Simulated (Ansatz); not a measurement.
Be₅Pt in space group F-43m (No. 216; Be on 4c, Be on 16e, Pt on 4a), PBE (plane waves, PAW; program Ansatz), all energies at zero smearing, with the estimated change up to a 700 eV cutoff added, with one set of potentials and settings (totals compare only within such a set). Cell of 6 atoms (5 Be, 1 Pt): -12989.591 eV.

```csv
element,reference phase,E (eV/atom)
Be,"P6_3/mmc, 2 atoms in the cell",-92.7620
Pt,"Fm-3m, 1 atoms in the cell",-12523.0127
```

Formation energy per atom, worked out: (-12989.591 − 5×(-92.7620) − 1×(-12523.0127))/6 = -0.461 eV/atom (-45 kJ per mol of atoms), at 0 K, without zero-point energy or fitted corrections.

The workflow started from a Materials Project entry (that database holds measured and hypothetical structures alike); the Crystallography Open Database copy checked does not list it. With Be and Pt taken as one species the cell has the higher symmetry Fd-3m, so it may be an ordered model of a mixed-site phase. Its standing as an ambient phase is unchecked. The cell was relaxed with PBE under the symmetry of its start; whether a distortion lowers the energy is not shown. The run is not spin-polarised. The references are the lowest solids computed at this level, not always the standard phases. Scalar-relativistic: spin–orbit coupling is off unless named, which matters more the heavier the elements.

Potentials: the later of the program's two PAW sets.
